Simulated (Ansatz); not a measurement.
Name crystals whose computed values (PBEsol in the plane-wave PAW code Ansatz) fall in these windows: highest Γ mode, no LO–TO term (cm⁻¹) 190 to 240; B₀ by P(V) fit (GPa) 270 to 360; G_Hill (GPa) 160 to 200.



```
crystal                           highest Γ mode, no LO–TO term (cm⁻¹)  B₀ by P(V) fit (GPa)  G_Hill (GPa)
--------------------------------  ------------------------------------  --------------------  ------------
MoIr, P-6m2 (Mo on 1a, Ir on 1d)                                   204                   334           173
TaRh3, Cu3Au type                                                  229                   292           171
```
Others may fit too.

Standing as an ambient phase not checked: MoIr, P-6m2 (Mo on 1a, Ir on 1d); TaRh3, Cu3Au type. Perhaps ordered models of mixed-site phases: MoIr, P-6m2 (Mo on 1a, Ir on 1d). All cells were relaxed under the symmetry of their starts (and spin orders); stability against distortions was not tested throughout. Rows with no word on spin ran without spin polarisation. Spin–orbit coupling is left out wherever it is not named.

Potentials: the later of the program's two PAW sets.
